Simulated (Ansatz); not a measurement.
SbPd:
```cif
data_Pd2Sb2
_chemical_formula_sum 'Sb2 Pd2'
_space_group_name_H-M_alt 'P63/mmc'
_space_group_IT_number 194
_space_group_name_Hall '-P 6c 2c'
_cell_length_a 4.08757
_cell_length_b 4.08757
_cell_length_c 5.57221
_cell_angle_alpha 90.000
_cell_angle_beta 90.000
_cell_angle_gamma 120.000
loop_
_atom_site_label
_atom_site_type_symbol
_atom_site_symmetry_multiplicity
_atom_site_Wyckoff_symbol
_atom_site_fract_x
_atom_site_fract_y
_atom_site_fract_z
_atom_site_occupancy
Sb1 Sb 2 c 0.33333 0.66667 0.25000 1
Pd1 Pd 2 a 0.00000 0.00000 0.00000 1
```

Relaxed with PBEsol.

Problem. Which orbitals make up the states near the Fermi level in DFT-PBEsol in the program Ansatz with PAW potentials?

Solution. Within 0.5 eV of the Fermi level: Sb 5p 54 %, Pd 4d 33 %, Sb 5s 9 %. Projections are on Löwdin-orthogonalised atomic valence shells; empty p or d shells of many metals are not among them.

Problem. Tabulate the density of states.

Solution. States/eV per cell of 4 atoms, in 0.25 eV bins, energy from the Fermi level.

| E (eV) | total | Pd 4d | Sb 5p | Sb 5s |
|---|---|---|---|---|
| -7.85 | 0.00 | 0.00 | 0.00 | 0.00 |
| -7.60 | 0.00 | 0.00 | 0.00 | 0.00 |
| -7.35 | 0.00 | 0.00 | 0.00 | 0.00 |
| -7.10 | 0.00 | 0.00 | 0.00 | 0.00 |
| -6.85 | 0.00 | 0.00 | 0.00 | 0.00 |
| -6.60 | 0.00 | 0.00 | 0.00 | 0.00 |
| -6.35 | 0.27 | 0.10 | 0.15 | 0.00 |
| -6.10 | 1.34 | 0.44 | 0.82 | 0.02 |
| -5.85 | 1.88 | 0.61 | 1.16 | 0.03 |
| -5.60 | 3.98 | 1.50 | 2.33 | 0.05 |
| -5.35 | 4.32 | 2.18 | 2.03 | 0.04 |
| -5.10 | 4.61 | 3.14 | 1.39 | 0.04 |
| -4.85 | 4.64 | 3.32 | 1.21 | 0.04 |
| -4.60 | 6.21 | 4.70 | 1.39 | 0.04 |
| -4.35 | 5.06 | 3.94 | 1.02 | 0.03 |
| -4.10 | 5.62 | 4.37 | 1.09 | 0.09 |
| -3.85 | 5.27 | 4.00 | 1.10 | 0.10 |
| -3.60 | 6.86 | 5.28 | 1.32 | 0.13 |
| -3.35 | 7.08 | 5.98 | 0.89 | 0.11 |
| -3.10 | 9.99 | 8.87 | 0.88 | 0.09 |
| -2.85 | 6.86 | 5.79 | 0.86 | 0.09 |
| -2.60 | 4.59 | 3.99 | 0.48 | 0.04 |
| -2.35 | 6.84 | 5.93 | 0.67 | 0.13 |
| -2.10 | 2.51 | 1.56 | 0.74 | 0.12 |
| -1.85 | 1.85 | 1.00 | 0.70 | 0.08 |
| -1.60 | 2.15 | 1.08 | 0.90 | 0.09 |
| -1.35 | 2.04 | 0.93 | 0.93 | 0.10 |
| -1.10 | 2.00 | 0.87 | 0.95 | 0.10 |
| -0.85 | 1.95 | 0.82 | 0.94 | 0.11 |
| -0.60 | 2.34 | 0.97 | 1.12 | 0.17 |
| -0.35 | 1.95 | 0.80 | 0.94 | 0.13 |
| -0.10 | 1.90 | 0.63 | 1.00 | 0.18 |
| 0.15 | 1.86 | 0.53 | 1.04 | 0.19 |
| 0.40 | 2.00 | 0.52 | 1.18 | 0.19 |
| 0.65 | 1.62 | 0.38 | 1.02 | 0.13 |
| 0.90 | 1.24 | 0.27 | 0.79 | 0.09 |
| 1.15 | 1.47 | 0.31 | 0.93 | 0.10 |
| 1.40 | 2.10 | 0.41 | 1.39 | 0.11 |
| 1.65 | 1.94 | 0.37 | 1.29 | 0.08 |
| 1.90 | 1.76 | 0.31 | 1.19 | 0.06 |
| 2.15 | 1.72 | 0.28 | 1.19 | 0.05 |
| 2.40 | 1.76 | 0.26 | 1.25 | 0.04 |
| 2.65 | 1.90 | 0.26 | 1.37 | 0.03 |
| 2.90 | 1.78 | 0.26 | 1.31 | 0.02 |
| 3.15 | 1.71 | 0.25 | 1.31 | 0.01 |
| 3.40 | 0.75 | 0.10 | 0.57 | 0.01 |
| 3.65 | 0.49 | 0.05 | 0.25 | 0.00 |
| 3.90 | 0.46 | 0.02 | 0.06 | 0.00 |
| 4.15 | 0.65 | 0.02 | 0.06 | 0.00 |
| 4.40 | 1.36 | 0.03 | 0.12 | 0.01 |
| 4.65 | 2.05 | 0.04 | 0.18 | 0.00 |
| 4.90 | 2.76 | 0.05 | 0.24 | 0.00 |

Space group P6_3/mmc (NiAs type). The first step of the workflow began from a Materials Project structure, measured or hypothetical; the Crystallography Open Database files this formula in space group No. 194, but the cells were not matched. Whether it is the stable phase at ambient conditions was not checked. Symmetry was held in the PBEsol relaxation; whether a distortion lowers the energy is not shown. The run is not spin-polarised. Scalar-relativistic: spin–orbit coupling is off unless named, which matters more the heavier the elements.

Potentials: the later of the program's two PAW sets.
